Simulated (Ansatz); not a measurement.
An Ansatz (an electronic-structure program) run. Input:

Ansatz 0.2 input:
```yaml
crystal:
  lattice:
    - [10.0486892368, 0.0, 0.0]
    - [-5.0243446184, 8.7024201538, 0.0]
    - [0.0, 0.0, 3.4654186608]
  atoms:
    - { symbol: Rb, position: [0.0, 0.0, 0.0] }
    - { symbol: Nb, position: [0.1070290622, 0.6194998157, 0.7514430362] }
    - { symbol: Nb, position: [0.8929709378, 0.3805001843, 0.2485569638] }
    - { symbol: Nb, position: [0.3805001843, 0.4875292465, 0.7514430362] }
    - { symbol: Nb, position: [0.6194998157, 0.5124707535, 0.2485569638] }
    - { symbol: Nb, position: [0.5124707535, 0.8929709378, 0.7514430362] }
    - { symbol: Nb, position: [0.4875292465, 0.1070290622, 0.2485569638] }
    - { symbol: Se, position: [0.2816685737, 0.9380878583, 0.7464380139] }
    - { symbol: Se, position: [0.7183314263, 0.0619121417, 0.2535619861] }
    - { symbol: Se, position: [0.0619121417, 0.3435807154, 0.7464380139] }
    - { symbol: Se, position: [0.9380878583, 0.6564192846, 0.2535619861] }
    - { symbol: Se, position: [0.6564192846, 0.7183314263, 0.7464380139] }
    - { symbol: Se, position: [0.3435807154, 0.2816685737, 0.2535619861] }
    - { symbol: Se, position: [0.6666666667, 0.3333333333, 0.7489837712] }
    - { symbol: Se, position: [0.3333333333, 0.6666666667, 0.2510162288] }
kpoints:
  mp_grid: { grid: [5, 5, 12] }
basis: { xc_grid: 2, fft_grid_basis: typed }
hamiltonian:
  xc: pbesol
  pseudopotentials: { kind: paw }
scf:
  occupations: { method: gaussian, width: 0.05 }
checkpoint: { read: metal.run }
output: { write_density: true, elf: true, volumetric_format: npy }
```

Output (shortened):

```
Pseudopotential: Rb, paw, valence charge 9
Pseudopotential: Nb, paw, valence charge 13
Pseudopotential: Se, paw, valence charge 16
Functional definition: PBEsol
Crystal: 15 atoms, lattice volume = 303.044 Å³
Basis set: ecut = 420 eV, 5915 PW (Γ), exchange–correlation on 144×144×48 points (8 copies of the dense FFT grid, shifted against one another)
Bands: 129, of which v1, the nominal top of the filled ones, is band 108 counted from 1 (107 counted from 0)
Symmetry: 6 space group operations
Space group: P-3 (ITA 147), of the structure as read, at distance tolerance 6.7e-5 Å
k-points: 55 of 300
Stability of the state it starts from, as read at its close in the unpolarized treatment …
iter 1 solved again at ethr=7.57e-9 eV; its pass at ethr=3.10e-3 eV (dr2=1.63e-5 eV) is discarded
SCF iter   1: F=—  HF=-73598.012065 eV  |F-HF|=—  |Δ(HF+E_count)|=         —  Δρ=2.45e-7  dr2=2.33e-10  ethr=7.57e-9  ⟨swp⟩=4.3  Hψ=51005  notcnv=0
preconditioner: auto → LDOS
SCF iter   2: F=-73598.012065 eV  HF=-73598.012065 eV  |F-HF|=8.44e-10  |Δ(HF+E_count)|=   4.59e-7  Δρ=2.85e-7  dr2=9.57e-10  ethr=1.00e-12  ⟨swp⟩=7.0  Hψ=27269  notcnv=0
SCF 1 converged in 2 iterations: F = -73598.012065 eV  dr2 = 9.57e-10
SCF converged after 2 iterations
Free energy (F): -73598.012065 eV
Harris-Foulkes:  -73598.012065 eV  (|F-HF|=8.44e-10)
Internal energy: -73598.008158 eV  (E = F + TS)
E sigma→0 (E₀):  -73598.010111 eV
Entropy (-TS):   -0.003906 eV (-0.260 meV/atom)
Fermi energy:    13.606193 eV
--- Per-component energies (eV) ---
  E_band       = -3284.258684
  E_kinetic    = 3528.067995
  E_local      = -26252.536642  (includes V_loc(G=0)·N_el)
  E_nonlocal   = -3834.457584
  E_hartree    = 12216.387030
  E_xc         = -2012.720487
  E_vxc        = -2209.782172  (∫ρ·V_xc dr)
  E_paw        = -35620.032692  (= ΣΔE_a)
  E_vpaw       = 1051.679131  (= ΣTr[D̂ρ^β])
  E_aug_tail   = -0.004731  (compensation charges beyond the density's cutoff)
  E_ewald      = -21632.034574
  E_core_change = 9.323528  (= ΣΔE_core)
  E_smearing   = -0.003906  (= −TS)
  E_closure    =  0.000000  (closes the sum)
  Σ components = -73598.012065   (vs F -73598.012065, Δ=0.00e0)
  [band-id]    e_kinetic+e_local+e_nonlocal+2·e_hartree+e_vxc+e_vpaw+e_augmentation_tail = -3284.259945   (vs E_band -3284.258684, Δ=-1.26e-3)
--- Band table (eV; the first three rows and the last of 55) ---
  k-point 0: bands = ["-41.4849", "-41.4795", "-41.4795", "-41.3816", "-41.3765", "-41.3765", "-34.9763", "-34.9763", "-34.9763", "-34.9763", "-34.9751", "-34.9751", "-34.9519", "-34.9519", "-34.9519", "-34.9519", "-34.5163", "-34.5156", "-34.5156", …
  k-point 1: bands = ["-41.4824", "-41.4771", "-41.4771", "-41.3826", "-41.3775", "-41.3775", "-34.9763", "-34.9763", "-34.9763", "-34.9763", "-34.9749", "-34.9749", "-34.9519", "-34.9519", "-34.9519", "-34.9519", "-34.5163", "-34.5156", "-34.5156", …
  k-point 2: bands = ["-41.4753", "-41.4700", "-41.4700", "-41.3857", "-41.3807", "-41.3807", "-34.9764", "-34.9764", "-34.9764", "-34.9764", "-34.9745", "-34.9745", "-34.9519", "-34.9519", "-34.9519", "-34.9519", "-34.5163", "-34.5156", "-34.5156", …
  k-point 54: bands = ["-41.4804", "-41.4793", "-41.4771", "-41.3805", "-41.3794", "-41.3775", "-34.9763", "-34.9763", "-34.9763", "-34.9763", "-34.9749", "-34.9749", "-34.9519", "-34.9519", "-34.9519", "-34.9519", "-34.5161", "-34.5160", "-34.5157", …
```

Cost: very roughly 80 core-seconds on shared cores.

The workflow started from a Materials Project entry (that database holds measured and hypothetical structures alike); the Crystallography Open Database copy checked does not list it. Whether it is the stable phase at ambient conditions was not checked. The cell was relaxed with PBEsol under the symmetry of its start; its stability against distortions is not shown here. No spin polarisation was allowed. With an odd number of electrons in the cell and no spin polarisation, the count alone makes it a metal. Spin–orbit coupling is left out wherever it is not named.

Potentials: the later of the program's two PAW sets.

Ansatz is a plane-wave DFT program.
